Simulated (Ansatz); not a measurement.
Values for one crystal, relaxed and computed with LDA (plane waves, PAW; program Ansatz); other levels are named.

```yaml
volume_per_atom: 16.03 Å³
electronic_character: metallic (no gap)
Vibrational entropy at 300 K: 40.3 J/(K·mol of atoms)
mechanical_stability: stable (all eigenvalues of C positive)
Young's modulus: 108 GPa
debye_temperature_from_the_elastic_constants: 250 K
Density of states at the Fermi level: 0.26 states/eV per atom (mean over ±0.08 eV)
```

Which of these materials gives this?
A) Ag, fcc (Cu type)
B) Nb, fcc (Cu type)
C) Rh, fcc (Cu type)
D) Cu, fcc (Cu type)

A, Ag, fcc (Cu type)

Space group Fm-3m (fcc (Cu type)). The cell keeps a stress of up to 0.2 GPa. Symmetry was held in the LDA relaxation. No spin polarisation was allowed. As this level gives no gap, shear constants depend on the k-mesh and smearing (Fermi–Dirac, 0.1 eV here). Scalar-relativistic: spin–orbit coupling is off unless named, which matters more the heavier the elements.

Potentials: the earlier of the program's two PAW sets. The files were generated under PBE; for other functionals the program regenerates the frozen cores, and for LDA and PBEsol the local potential too.
